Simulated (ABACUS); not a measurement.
Consider a self-consistent single point of Te2Mo (P6_3/mmc, 6 atoms in the cell; from Materials Project mp-602).

```yaml
crystal:
  lattice:
    - [3.56565, 0.00000, 0.00000]
    - [-1.78283, 3.08794, 0.00000]
    - [0.00000, 0.00000, 14.64778]
  atoms:
    - { symbol: Te, position: [0.33333, 0.66667, 0.62782] }
    - { symbol: Te, position: [0.66667, 0.33333, 0.37218] }
    - { symbol: Te, position: [0.66667, 0.33333, 0.12782] }
    - { symbol: Te, position: [0.33333, 0.66667, 0.87218] }
    - { symbol: Mo, position: [0.33333, 0.66667, 0.25000] }
    - { symbol: Mo, position: [0.66667, 0.33333, 0.75000] }
```

All values come from this method and carry its errors: PBE, numerical atomic orbitals TZP (confined pseudo-atomic orbitals; energy shift 0.003 Ry), PseudoDojo 0.5 standard norm-conserving PBE (tails mended) pseudopotentials (ABACUS).

ABACUS settings:

basis: TZP numerical atomic orbitals, energy shift 0.003 Ry
KPT: Gamma 6 6 2 0 0 0
basis_type: lcao
dft_functional: PBE
ecutwfc: 100 Ry
smearing_method: fd
smearing_sigma: 0.00367493 Ry
potentials: PseudoDojo 0.5 standard norm-conserving PBE (tails mended)
symmetry: 1
symmetry_prec: 1e-05
ks_solver: genelpa
scf_nmax: 100
scf_thr: 1.0e-07
mixing_type: pulay
mixing_beta: 0.4

Results:

- Number of valence electrons: 92
- Number of bands: 56
- Number of k-points after the program's reduction: 14
- Size of the basis: 138
- Number of SCF iterations: 12
- Free energy E − TS: -15228.9006 eV
- Top of the valence band (on the code's own zero): 11.47 eV
- Gap on the k-point mesh: 0.93 eV

The gap is read on the k-point mesh of the run and can differ from the gap over the whole zone at this level.

Spin-orbit coupling is left out, which matters for bands and gaps with elements this heavy. The atom-centred basis is finite, which shifts total energies and gaps against plane waves. Forces and stress are left out: the polarisation orbitals used for some of these elements are too diffuse to give them reliably, and gaps can carry the same lack. The structure comes from a collection of computed structures, made at another level of theory; the collection holds predicted forms beside known ones.

Cost on one core: roughly 70 core-seconds.

The atomic orbitals were generated for these runs; they are not ABACUS's published sets and were checked against plane waves on a few crystals only.

“Tails mended”: in these copies of the files the far tail of each local potential was reset to the Coulomb form.
